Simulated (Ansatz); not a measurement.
Simulated powder pattern, neutron, λ = 1.5401 Å (kinematic, ideal powder, no thermal factors, coherent scattering alone; the 30 strongest lines at most, above 1 %, up to 2θ = 90°):

```
2θ (°)  d (Å)  I/Imax (%)
------  -----  ----------
39.42   2.283          62
44.45   2.036         100
56.97   1.615          33
71.93   1.311          12
75.00   1.265          90
84.83   1.142          20
85.25   1.137          39
```

The pattern belongs to a structure relaxed with the program Ansatz at the PBE level (PAW).

Question: Which of these materials gives this?
A) CdO, rock salt
B) Si2W, MoSi2 or CaC2 type
C) Y3Si, Fm-3m (Si on 4a, Y on 4b, Y on 8c)
D) WS2, P6_3/mmc (W on 2c, S on 4f)

Answer: B, Si2W, MoSi2 or CaC2 type

Question: Give the lattice parameters.

Answer: a = 3.229 Å, c = 7.867 Å.

Space group I4/mmm (MoSi2 or CaC2 type). Symmetry was held in the PBE relaxation. The run is not spin-polarised. Scalar-relativistic: spin–orbit coupling is off unless named, which matters more the heavier the elements.

Potentials: the later of the program's two PAW sets.
